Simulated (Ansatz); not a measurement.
## SiC (F-43m), phonons: input and output

Computed with r²SCAN, PAW on Ansatz 0.2.0's default frozen-core files (fitted under PBE), scalar-relativistic; not a measurement.

The cell comes from a PAW relaxation under the same functional.

Launched as:

```sh
ansatz run input.yaml --threads 2 --pin off --max-ram 5120MiB --backend cpu --events-out ev --progress --plain --runs-dir out
```

Input:

```yaml
crystal:
  lattice:
    - [0.0, 2.17817092992, 2.17817092992]
    - [2.17817092992, 0.0, 2.17817092992]
    - [2.17817092992, 2.17817092992, 0.0]
  atoms:
    - { symbol: Si, position: [0.0, 0.0, 0.0] }
    - { symbol: C, position: [0.75, 0.75, 0.75] }
kpoints:
  mp_grid: { grid: [8, 8, 8] }
scf:
  occupations: { method: fixed }
hamiltonian:
  xc: r2scan
  pseudopotentials: { kind: paw }
phonons:
  qmesh: [2, 2, 2]
  qpath:
    path:
      - [0.0, 0.0, 0.0]
      - [-0.5, -0.5, 0.0]
      - [-0.375, -0.375, 0.25]
      - [-0.375, 0.0, 0.375]
      - [0.0, 0.0, 0.0]
      - [0.0, 0.0, 0.5]
      - [-0.5, -0.25, 0.25]
      - [-0.5, -0.5, 0.0]
    npoints: 6
  temperatures: { t_min: 0, t_max: 1000, t_step: 100 }
```

Output (shortened where marked):

```
Warning: phonons: the dynamical matrix that this run interpolates holds no multipole term above the dipole-dipole one, and a site of this crystal is no centre of inversion, so its interpolated transverse optical and acoustic branches and sound speeds can stay off near Gamma, and the density of states and the thermodynamics with them. What a run solves at a wave vector of phonons.qpoints, Gamma apart, where the deck ...
Warning: RAYON_NUM_THREADS=2 ignored (pool sized by the plan → 2); use --threads N
Engine: ansatz 0.2.0, aarch64-unknown-linux-gnu
Pseudopotentials: kind: paw
Pseudopotential: Si, paw, valence charge 4, recommended cutoff 500 eV (meta_gga), Si.paw.azcp
Pseudopotential: C, paw, valence charge 4, recommended cutoff 500 eV (meta_gga), C.paw.azcp
Functional definition: r2SCAN
  parameter k0 = 0.174
  parameter k1 = 0.065
  parameter a1 = 4.9479
  exchange = r2scan_x(k0 = k0, k1 = k1, a1 = a1)
  correlation = r2scan_c
Crystal: 4 atoms, lattice volume = 41.337 Å³
Basis set: ecut = 500 eV, 1055 PW (Γ), FFT grids on a1, a2, −a1+a2+a3, exchange–correlation on 120×120×160 points (125 copies of the dense FFT grid, shifted against one another)
[... 171 lines left out ...]
      ω (cm⁻¹)  modes    IR ((D/Å)²/amu)
        798.62      2            40.5618
        979.15      1            20.2809
  optical modes at Γ + LO–TO along q̂ = [0.0000, 0.0000, 1.0000]:
      ω (cm⁻¹)  modes    IR ((D/Å)²/amu)
        798.62      2            40.5618
        979.15      1            20.2809
--- Phonons (by wavevector): 3 wavevectors in 2 supercells ---
  supercell 1 (2 cells, vectors [1, 0, 0], [0, 1, -1], [0, 0, 2] in multiples of the cell's): 2 displaced members by 0.0025 Å; free energy -1782.666012 eV; taken off its force constants: by the sum rule 5.4e-4, by the ...
  symmetry images taken by strict's conditions (phonons.symmetry_images: auto; settled by no image being taken that strict refuses)
  supercell 2 (2 cells, vectors [1, 0, 0], [0, 1, 0], [0, 0, 2] in multiples of the cell's): 4 displaced members by 0.0025 Å; free energy -1782.666012 eV; taken off its force constants: by the sum rule 3.0e-4, by the ...
  symmetry images taken by strict's conditions (phonons.symmetry_images: auto; settled by no image being taken that strict refuses)
  q = [0.0000, 0.0000, 0.0000] (star 1, supercell 1; hermiticity 0.00e0, symmetrization 2.91e-6): -0.00 -0.00 -0.00 798.62 798.62 798.62
  q = [0.0000, 0.0000, -0.5000] (star 4, supercell 2; hermiticity 1.57e-16, symmetrization 6.04e-16): 272.03 272.03 621.92 769.38 769.38 844.42
  q = [0.0000, -0.5000, -0.5000] (star 3, supercell 1; hermiticity 9.05e-17, symmetrization 2.27e-16): 378.17 378.17 644.26 763.94 763.94 833.52
  joined force constants: q→R imaginary residual 2.61e-17
  density of states and harmonic sums: on the 24×24×24 q-mesh, interpolated from the force constants of a 2×2×2 supercell (with the dipole–dipole term)
  largest difference from the sums on the solved wave vectors: F 3.11e-2 eV, S 6.39e-5 and C_V 3.18e-5 eV/K
```

Self-consistency was reached.

### Zone-centre phonons

Harmonic phonons of a crystal by Kohn-Sham DFT at the given cell, standard atomic masses, acoustic sum rule imposed; negative wavenumbers are unstable modes; optical zone-centre levels upwards with Mulliken labels, activity, and the element with most of the kinetic energy.

| Property | Result |
| --- | --- |
| Point group | -43m |

```tsv
number	phonon wavenumber (cm⁻¹)	label	infrared	raman	lead element
1	798.6	T2	yes	yes	C
```

Field response:

Linear response of an insulating crystal by Kohn-Sham DFT to a field and to zone-centre displacements, local fields included; Born charges neutralised; LO modes for wave vectors along x and z; Cartesian axes as in the input.

- Dielectric electronic (x, y, z): 6.521, 6.521, 6.521
- Highest phonon with field along x: 979.1 cm⁻¹
- Highest phonon with field along z: 979.1 cm⁻¹
- Highest phonon without field: 798.6 cm⁻¹

| atom | born charge xx (e) | born charge yy (e) | born charge zz (e) |
| --- | --- | --- | --- |
| Si1 | 2.719 | 2.719 | 2.719 |
| C2 | -2.719 | -2.719 | -2.719 |

### Harmonic thermodynamics

Sums over wave vectors interpolated from the q mesh.

- Zero point energy: 111.3 meV/atom

```csv
temperature (K),phonon heat capacity (k_B/atom),phonon entropy (k_B/atom),phonon free energy (meV/atom)
100,0.2668,0.09399,111.1
200,0.9745,0.4913,108.8
300,1.608,1.013,102.3
400,2.041,1.539,91.3
500,2.317,2.027,75.9
600,2.495,2.466,56.51
700,2.614,2.86,33.53
800,2.697,3.215,7.33
900,2.756,3.536,-21.78
1000,2.8,3.829,-53.53
```

Keep in mind: frozen-core PAW files fitted under PBE, their cores solved anew for the functional of the run; no LO-TO term at the zone centre; coarse q mesh.

Time and hardware: 48 s on 2 threads of Arm Neoverse V2 (shared host), peak memory 0.61 GiB.
